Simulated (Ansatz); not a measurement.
Wurtzite alloy of GaN and ZnO (18 of 48 Ga sites, 18 of 48 N sites exchanged), 96 atoms

Ansatz, PAW, plane waves. PBEsol relaxation of cell lengths and atoms (angles held) at the single k point (¼, ¼, ¼) without its symmetry partners; single points on the relaxed atoms at the single k point (¼, ¼, ¼) without its symmetry partners, onto which points of the small cell's zone fold. Arrangement: quasirandom. No spin–orbit coupling unless named.

Relaxed structure:

```
CELL_PARAMETERS angstrom
9.65796 0.00000 0.00000
0.00000 11.16175 0.00000
0.00000 0.00000 10.45486
ATOMIC_POSITIONS crystal
Zn 0.16576 0.10004 0.25997
Zn 0.97707 0.32326 0.76291
Zn 0.83653 0.08865 0.75357
Zn 0.66283 0.33094 0.24791
Zn 0.68282 0.33473 0.75596
Zn 0.50148 0.58434 0.24976
Zn 0.52631 0.58098 0.75641
Zn 0.65703 0.82543 0.75530
Zn 0.33344 0.15191 0.49155
Zn 0.33532 0.16081 0.00620
Zn 0.16393 0.40669 0.99639
Zn 0.65535 0.17230 0.49479
Zn 0.65855 0.17425 0.00589
Zn 0.51317 0.42266 0.00658
Zn 0.16843 0.91888 0.48829
Zn 0.83122 0.40340 0.50467
Zn 0.66279 0.66815 0.00107
Zn 0.82907 0.91357 0.00182
Ga 0.15851 0.09015 0.75760
Ga 0.98837 0.32905 0.25074
Ga 0.50122 0.08586 0.25286
Ga 0.50595 0.07644 0.75616
Ga 0.34809 0.32887 0.24389
Ga 0.34253 0.33422 0.75224
Ga 0.17208 0.58353 0.24342
Ga 0.16345 0.58691 0.74833
Ga 0.99598 0.83778 0.25246
Ga 0.99773 0.83053 0.75302
Ga 0.83049 0.08397 0.24315
Ga 0.33972 0.83230 0.24947
Ga 0.33700 0.83959 0.75049
Ga 0.81629 0.57768 0.24462
Ga 0.83156 0.57852 0.75150
Ga 0.66807 0.83463 0.24938
Ga 0.00670 0.16732 0.50396
Ga 0.99935 0.16787 0.00466
Ga 0.16298 0.40923 0.49625
Ga 0.99405 0.67110 0.50218
Ga 0.98846 0.66824 0.99250
Ga 0.51120 0.41997 0.49386
Ga 0.34258 0.67281 0.49636
Ga 0.34277 0.66353 0.00224
Ga 0.15848 0.92010 0.99604
Ga 0.83121 0.41354 0.99956
Ga 0.66365 0.67151 0.50058
Ga 0.49949 0.91825 0.49743
Ga 0.52146 0.92729 0.00386
Ga 0.83543 0.91393 0.49405
N 0.99381 0.16789 0.18932
N 0.00501 0.16521 0.68536
N 0.33572 0.16887 0.19408
N 0.00457 0.66763 0.68527
N 0.66686 0.15872 0.19445
N 0.49319 0.42082 0.19308
N 0.32140 0.67243 0.18352
N 0.84107 0.42213 0.18762
N 0.84166 0.42366 0.68564
N 0.66975 0.67292 0.19540
N 0.67978 0.66584 0.67944
N 0.49777 0.91671 0.18768
N 0.49030 0.91863 0.68326
N 0.83725 0.91671 0.19551
N 0.15993 0.08376 0.44516
N 0.16101 0.08014 0.93955
N 0.00659 0.33146 0.43500
N 0.99809 0.32964 0.94755
N 0.50067 0.07622 0.43712
N 0.49682 0.08043 0.93384
N 0.99933 0.82736 0.43526
N 0.00610 0.82830 0.93597
N 0.66319 0.33580 0.43915
N 0.67023 0.33545 0.93858
N 0.49784 0.58511 0.44942
N 0.48949 0.58541 0.93327
N 0.33513 0.82953 0.43421
N 0.83853 0.57968 0.93755
N 0.66808 0.83597 0.43983
N 0.66393 0.83536 0.93816
O 0.33221 0.17066 0.69846
O 0.16663 0.42024 0.19945
O 0.19360 0.43180 0.67772
O 0.00449 0.66582 0.18681
O 0.65989 0.15763 0.68981
O 0.49262 0.41038 0.67948
O 0.31542 0.67904 0.68332
O 0.16478 0.90386 0.18104
O 0.16690 0.91706 0.70254
O 0.84935 0.91469 0.67809
O 0.33270 0.34562 0.44065
O 0.33065 0.33521 0.92635
O 0.16351 0.58198 0.43591
O 0.16659 0.59010 0.93203
O 0.84253 0.07811 0.44036
O 0.84260 0.08339 0.94049
O 0.32355 0.83103 0.93480
O 0.83772 0.59375 0.43048
```

**Question.** What are the mean bond lengths by pair (pairs within 1.2 times the sum of covalent radii, less contacts 15 % beyond the pair's median; cation–cation pairs of compounds aside; long ionic contacts are cut short by that bound)?

**Answer.** Ga–N 1.908 ± 0.048 Å (standard deviation, 71 bonds); Ga–O 1.973 ± 0.071 Å (standard deviation, 48 bonds); N–Zn 1.973 ± 0.058 Å (standard deviation, 49 bonds); O–Zn 2.109 ± 0.087 Å (standard deviation, 18 bonds).

**Question.** What gap lies between the top filled and the lowest empty level in the single points?

**Answer.** r²SCAN 1.27 eV (4.6 s on NVIDIA GB200). Away from Γ this isn't the crystal's band gap.
